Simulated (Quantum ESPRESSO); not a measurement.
Inputs of pw.x and gipaw.x (a modified build of Quantum ESPRESSO, PBE) for KF; the starting potential comes from an earlier run on another mesh:

```
&CONTROL
  calculation = 'scf'
  prefix = 'x'
  pseudo_dir = './pseudo'
  outdir = './out'
  tprnfor = .true.
/
&SYSTEM
  ibrav = 0
  nat = 2
  ntyp = 2
  ecutwfc = 45
  ecutrho = 180
  occupations = 'fixed'
  nbnd = 8
/
&ELECTRONS
  conv_thr = 1e-11
  startingpot = 'file'
/
ATOMIC_SPECIES
K 39.098 K.GGA_PBE-JTH.UPF
F 18.998 F.GGA_PBE-JTH.UPF
CELL_PARAMETERS angstrom
    0.000000000000     2.654415000000     2.654415000000
    2.654415000000     0.000000000000     2.654415000000
    2.654415000000     2.654415000000     0.000000000000
ATOMIC_POSITIONS crystal
K      0.000000000000     0.000000000000     0.000000000000
F      0.500000000000     0.500000000000     0.500000000000
K_POINTS automatic
5 5 5 1 1 1
```

```
&INPUTGIPAW
  job = 'nmr'
  prefix = 'x'
  tmp_dir = './out/'
  restart_mode = 'from_scratch'
  pawproj(1) = .true.
  pawproj(2) = .true.
  use_nmr_macroscopic_shape = .false.
/
```

The geometry is a computed Materials Project entry, not a measured one. It is KF in Fm-3m. Stability against distortions was not tested.

Question: Predict the shielding tensors that the run ends with.

Answer: 
```
     Total NMR chemical shifts in ppm: ---------------------------------------
     (adopting the Simpson convention for anisotropy and asymmetry)-----------

     Atom  1  K   pos: (  0.000000  0.000000  0.000000)  Total sigma:        1166.51
          1166.5145          0.0000          0.0000
             0.0000       1166.5145          0.0000
             0.0000         -0.0000       1166.5145

     K       1    anisotropy:      0.00    eta:    0.0000
     K       1    sigma_11=   1166.51
     K       1    sigma_22=   1166.51
     K       1    sigma_33=   1166.51

     Atom  2  F   pos: (  0.707107  0.707107  0.707107)  Total sigma:         251.67
           251.6662         -0.0000          0.0000
            -0.0000        251.6662         -0.0000
            -0.0000         -0.0000        251.6662

     F       2    anisotropy:     -0.00    eta:    0.0000
     F       2    sigma_11=    251.67
     F       2    sigma_22=    251.67
     F       2    sigma_33=    251.67
```
The printed anisotropy is 3/2 (σ_33 − σ_iso) in the program's own order; the axes are left out here. All sites are cubic, so the anisotropy vanishes by symmetry. These are absolute shieldings with no macroscopic susceptibility term; δ = σ_ref − σ needs a reference computed alike. By our sweeps, such settings leave a few ppm in absolute σ.
